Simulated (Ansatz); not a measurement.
Na2Se2O7 at a changed volume: ²³Na nuclear quadrupole resonance

Cell: a Materials Project structure (computed, not necessarily an observed phase), relaxed with PBE at fixed cell and then changed (volume scaled by 0.95).

```cif
data_Na2Se2O7
_symmetry_space_group_name_H-M 'P-1'
_symmetry_Int_Tables_number 2
_cell_length_a 6.8226
_cell_length_b 6.8310
_cell_length_c 6.9263
_cell_angle_alpha 82.502
_cell_angle_beta 65.267
_cell_angle_gamma 82.053
loop_
_atom_site_label
_atom_site_type_symbol
_atom_site_symmetry_multiplicity
_atom_site_Wyckoff_symbol
_atom_site_fract_x
_atom_site_fract_y
_atom_site_fract_z
Na1 Na 2 i 0.2668 0.6463 0.6043
Na3 Na 2 i 0.7442 0.9259 0.7638
Se5 Se 2 i 0.7550 0.8635 0.2784
Se7 Se 2 i 0.2020 0.5963 0.1342
O9 O 2 i 0.6334 0.9731 0.1336
O11 O 2 i 0.6320 0.6926 0.4535
O13 O 2 i 0.8424 0.0120 0.3826
O15 O 2 i 0.2602 0.7311 0.2721
O17 O 2 i 0.0991 0.3963 0.2649
O19 O 2 i 0.3654 0.5753 0.8905
O21 O 2 i 0.9830 0.7449 0.0802
```

One atom of each set is listed.

Level of theory: DFT, PBE, plane waves and PAW, scalar-relativistic, 420 eV cutoff, Γ-centred 4×3×4 k-points, Fermi–Dirac smearing 0.02 eV (Ansatz 0.2.0).

²³Na: I = 3/2, Q = 104.0 mb (year-2017 value). Static lattice, zero field.

Sites with a gradient: Na1 (2 atoms; 6 O at 2.31–2.36 Å); Na3 (2 atoms; 6 O at 2.30–2.64 Å).

Task: The simulated spectrum has lines at 0.583, 1.25 MHz. Sort them into the sets that belong together, and say which site each set most likely comes from.

Result: For I = 3/2 there is one line, ν = (|C_Q|/2)(1 + η²/3)^½. Na1: 0.583 MHz (|C_Q| = 1.12 MHz, η = 0.52). Na3: 1.25 MHz (|C_Q| = 2.30 MHz, η = 0.74).

The sites follow from the calculation. Like point charges on the first shell alone (each adding as 1/d³) would give the same order.

At this changed cell the PBE pressure is 9 GPa. The atoms aren't relaxed in the changed cell (largest force 1.2 eV/Å).

The run took 51 s of wall time (1.7 min of CPU time) and 1 GiB at its peak, on 2 threads of Arm Neoverse V2 (aarch64; 32 cores open to the job, memory cap 5.0 GiB, no GPU), a shared host with a load of 0.9 a core.
